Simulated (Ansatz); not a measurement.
Does relaxation matter for the field gradients of SiC with Sb replacing C?

Start: a supercell of SiC (wurtzite type, P6_3mc) built from a COD entry, with all atoms left at the host's positions.

```
CELL_PARAMETERS angstrom
6.15200 0.00000 0.00000
-4.61400 7.99168 0.00000
0.00000 0.00000 10.09600
ATOMIC_POSITIONS crystal
Si 0.16667 0.22222 0.00000
Si 0.16667 0.22222 0.50000
Si 0.16667 0.55556 0.00000
Si 0.16667 0.55556 0.50000
Si 0.16667 0.88889 0.00000
Si 0.16667 0.88889 0.50000
Si 0.66667 0.22222 0.00000
Si 0.66667 0.22222 0.50000
Si 0.66667 0.55556 0.00000
Si 0.66667 0.55556 0.50000
Si 0.66667 0.88889 0.00000
Si 0.66667 0.88889 0.50000
Si 0.33333 0.11111 0.25000
Si 0.33333 0.11111 0.75000
Si 0.33333 0.44444 0.25000
Si 0.33333 0.44444 0.75000
Si 0.33333 0.77778 0.25000
Si 0.33333 0.77778 0.75000
Si 0.83333 0.11111 0.25000
Si 0.83333 0.11111 0.75000
Si 0.83333 0.44444 0.25000
Si 0.83333 0.44444 0.75000
Si 0.83333 0.77778 0.25000
Si 0.83333 0.77778 0.75000
Sb 0.16667 0.22222 0.19250
C 0.16667 0.22222 0.69250
C 0.16667 0.55556 0.19250
C 0.16667 0.55556 0.69250
C 0.16667 0.88889 0.19250
C 0.16667 0.88889 0.69250
C 0.66667 0.22222 0.19250
C 0.66667 0.22222 0.69250
C 0.66667 0.55556 0.19250
C 0.66667 0.55556 0.69250
C 0.66667 0.88889 0.19250
C 0.66667 0.88889 0.69250
C 0.33333 0.11111 0.44250
C 0.33333 0.11111 0.94250
C 0.33333 0.44444 0.44250
C 0.33333 0.44444 0.94250
C 0.33333 0.77778 0.44250
C 0.33333 0.77778 0.94250
C 0.83333 0.11111 0.44250
C 0.83333 0.11111 0.94250
C 0.83333 0.44444 0.44250
C 0.83333 0.44444 0.94250
C 0.83333 0.77778 0.44250
C 0.83333 0.77778 0.94250
```

Atoms are numbered from 1 in the order listed; like atoms form one site, named after its first atom.

All values are calculated (Ansatz; DFT, PBE, plane waves and PAW, scalar-relativistic, 420 eV cutoff, Γ-centred 4×3×2 k-points, Fermi–Dirac smearing 0.01 eV, cell charge -1), not measured.

The largest force at the start is 23 eV/Å. Relaxing the ions at fixed cell moves them by 0.568 Å at most (atom 19, Si) and 0.150 Å rms.

```json
{"site": "Si1", "atom": "1", "moved (Å)": "0.351", "first shell before": "3 C at 1.87 Å, 1 Sb at 1.94 Å", "first shell after": "3 C at 1.86 Å, 1 Sb at 2.33 Å; also 1 C at 2.77 Å", "V_zz before (10²¹ V/m²)": "-1.59", "η before": "0.14"}
{"site": "Si2", "atom": "2", "moved (Å)": "0.028", "first shell before": "4 C at 1.87–1.94 Å", "first shell after": "4 C at 1.87–1.90 Å", "V_zz before (10²¹ V/m²)": "1.46", "η before": "0.02"}
{"site": "Si3", "atom": "3", "moved (Å)": "0.044", "first shell before": "4 C at 1.87–1.94 Å", "first shell after": "4 C at 1.88–1.89 Å", "V_zz before (10²¹ V/m²)": "1.71", "η before": "0.11"}
{"site": "Si5", "atom": "5", "moved (Å)": "0.007", "first shell before": "4 C at 1.87–1.94 Å", "first shell after": "4 C at 1.85–1.89 Å", "V_zz before (10²¹ V/m²)": "1.66", "η before": "0.07"}
{"site": "Si7", "atom": "7", "moved (Å)": "0.011", "first shell before": "4 C at 1.87–1.94 Å", "first shell after": "4 C at 1.84–1.90 Å", "V_zz before (10²¹ V/m²)": "1.72", "η before": "0.09"}
{"site": "Si11", "atom": "11", "moved (Å)": "0.006", "first shell before": "4 C at 1.87–1.94 Å", "first shell after": "4 C at 1.86–1.89 Å", "V_zz before (10²¹ V/m²)": "1.68", "η before": "0.11"}
{"site": "Si12", "atom": "12", "moved (Å)": "0.054", "first shell before": "4 C at 1.87–1.94 Å", "first shell after": "4 C at 1.86–1.89 Å", "V_zz before (10²¹ V/m²)": "1.72", "η before": "0.08"}
{"site": "Si13", "atom": "13", "moved (Å)": "0.551", "first shell before": "3 C at 1.87–1.94 Å, 1 Sb at 1.87 Å", "first shell after": "3 C at 1.86–1.89 Å, 1 Si at 2.23 Å, 1 Sb at 2.36 Å", "V_zz before (10²¹ V/m²)": "-3.39", "η before": "0.75"}
{"site": "Si14", "atom": "14", "moved (Å)": "0.045", "first shell before": "4 C at 1.87–1.94 Å", "first shell after": "4 C at 1.85–1.90 Å", "V_zz before (10²¹ V/m²)": "1.74", "η before": "0.02"}
{"site": "Si15", "atom": "15", "moved (Å)": "0.357", "first shell before": "1 Sb at 1.87 Å, 3 C at 1.87–1.94 Å", "first shell after": "3 C at 1.84–1.88 Å, 1 Sb at 2.32 Å", "V_zz before (10²¹ V/m²)": "-3.53", "η before": "0.68"}
{"site": "Si18", "atom": "18", "moved (Å)": "0.036", "first shell before": "4 C at 1.87–1.94 Å", "first shell after": "4 C at 1.87–1.88 Å", "V_zz before (10²¹ V/m²)": "1.64", "η before": "0.01"}
{"site": "Si19", "atom": "19", "moved (Å)": "0.568", "first shell before": "3 C at 1.87–1.94 Å, 1 Sb at 1.87 Å", "first shell after": "3 C at 1.88–1.91 Å, 1 Si at 2.23 Å, 1 Sb at 2.37 Å", "V_zz before (10²¹ V/m²)": "-3.45", "η before": "0.74"}
{"site": "Si20", "atom": "20", "moved (Å)": "0.044", "first shell before": "4 C at 1.87–1.94 Å", "first shell after": "4 C at 1.86–1.90 Å", "V_zz before (10²¹ V/m²)": "1.77", "η before": "0.02"}
{"site": "Si22", "atom": "22", "moved (Å)": "0.051", "first shell before": "4 C at 1.87–1.94 Å", "first shell after": "4 C at 1.87–1.88 Å", "V_zz before (10²¹ V/m²)": "1.68", "η before": "0.01"}
{"site": "Si24", "atom": "24", "moved (Å)": "0.031", "first shell before": "4 C at 1.87–1.94 Å", "first shell after": "4 C at 1.86–1.88 Å", "V_zz before (10²¹ V/m²)": "1.68", "η before": "0.00"}
{"site": "Sb", "atom": "25", "moved (Å)": "0.113", "first shell before": "4 Si at 1.87–1.94 Å", "first shell after": "4 Si at 2.32–2.37 Å", "V_zz before (10²¹ V/m²)": "9.09", "η before": "0.14"}
```

(1) How do the gradients change?

Results:

(1) 

```tsv
site	atom	V_zz after	η after	change of V_zz
Si1	1	1.89	0.07	+3.48
Si2	2	1.41	0.83	-0.05
Si3	3	0.47	0.33	–
Si5	5	-0.53	0.82	-2.19
Si7	7	-1.39	0.38	-3.11
Si11	11	0.61	0.79	–
Si12	12	-0.34	0.32	–
Si13	13	-3.63	0.33	-0.24
Si14	14	0.71	0.50	–
Si15	15	-1.16	0.48	–
Si18	18	-0.40	0.31	-2.04
Si19	19	-4.05	0.32	-0.60
Si20	20	0.73	0.50	–
Si22	22	-0.30	0.38	-1.98
Si24	24	-0.51	0.38	-2.19
Sb	25	-13.80	0.91	–
```

The largest change of V_zz along a kept axis is on Si1, from -1.59 to 1.89. The whole tensor moves most on Sb, by 11.72 along its most changed direction. Small gradients that grow severalfold: C31 (-0.30 to -1.54), C27 (-0.22 to -1.20). In per cent, |V_zz| changes by +7 to +17 on Si (all sites that start above 2, bar those whose gradient vanishes or changes sign or whose main axis turns by over 40°). Where |V_zz| stays above 0.1 and the axes keep their order, η moves most on Si2, from 0.02 to 0.83. On Si19, Si13, Si7, Si10, Si23, C43, C37, C44 and 3 more sites (not all in the table) V_xx and V_yy change places (or their axes turn by over 50°), so the two values of η hide a larger change. V_zz changes sign on Si7 (axis turned by 15°), Si22 (same axis), Si24 (same axis), Si5 (axis turned by 19°), Si18 (same axis), Si1 (same axis), C43 (axis turned by 22°), C37 (axis turned by 23°) and 5 more sites (not all in the table). On Sb, Si15, Si20, Si14, Si12, Si3, Si11, Si16 and 19 more sites (not all in the table) the largest principal value lies along another axis in the second run, so the two V_zz can't be compared directly. The table leaves out 32 of the 48 sites, with |V_zz| up to 1.78; their tensors move by 1.77 at most along any direction. The statements above cover all sites. The electronic state changes along with the positions (a gap opens), so the changes aren't those of geometry alone. The host's own positions weren't relaxed first, so part of the change far from the defect can be the host's relaxation.

The defect repeats with the cell of 48 atoms, so it feels its images: sites between two images don't show the values beside a lone defect, and zeros or small values of η there can come from the images' arrangement. C and Si carry a gradient in the pure host already, so the values there aren't the defect's effect alone. A uniform background compensates the cell's charge. Without spin–orbit coupling (the program notes it for Sb) the gradients can shift somewhat, as the gap is small. With these PAW files V_zz is typically within 2 to 3 % of all-electron values, but misses above 10 % occur on Sb.
Before: The run isn't spin-polarised, and a state with spin may lie lower. Forces reach 0.9 eV/Å even beyond 5.5 Å from the defect, so the host's positions may themselves be off equilibrium. The defect cell has no gap above 0.1 eV on its mesh, so the values can hang on the smearing and the k-mesh. The cell keeps the host's lattice, where the PBE pressure is 21 GPa (in a charged cell this depends on the convention for the mean potential). The neighbours have not yet relaxed around the defect (largest force 23 eV/Å), so the values at and beside it are those of a strained start, not of the defect in a real crystal.
After: With a gap of 0.3 eV on this mesh, small gradients can still move by 0.1 × 10²¹ V/m² or more as the k-mesh gets denser. The cell keeps the host's lattice, where the PBE pressure is 12 GPa (in a charged cell this depends on the convention for the mean potential).
